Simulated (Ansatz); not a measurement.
Input and command of a plane-wave DFT calculation in Ansatz:

```yaml
crystal:
  lattice:
    - [3.5021840075, 0.0, 0.0]
    - [-1.7510920037, 3.0329803192, 0.0]
    - [0.0, 0.0, 6.4955645582]
  atoms:
    - { symbol: Zn, position: [0.3333333333, 0.6666666667, 0.005388071] }
    - { symbol: Zn, position: [0.6666666667, 0.3333333333, 0.505388071] }
    - { symbol: S, position: [0.3333333333, 0.6666666667, 0.379611929] }
    - { symbol: S, position: [0.6666666667, 0.3333333333, 0.879611929] }
basis:
  ecutwfc: 500
kpoints:
  mp_grid: { grid: [6, 6, 4] }
hamiltonian:
  xc: r2scan
scf:
  occupations: { method: gaussian, width: 0.05 }
output:
  forces: true
  stress: true
  eigenvalues: true
```

```bash
ansatz run input.yaml --threads 2 --pin off --max-ram 5120MiB --backend cpu --events-out ev --progress --plain --runs-dir out
```

Processor: Arm Neoverse V2, 2 threads, on a host shared with other jobs.

**Question.** How long does it run, and how much memory does it take?

**Answer.** About 4.2 s on 2 threads of Arm Neoverse V2, on a shared host, peak memory 0.45 GiB. It solves 22 bands at 21 k points (the mesh reduced by symmetry) with about 1763 plane waves, in 7 SCF iterations.
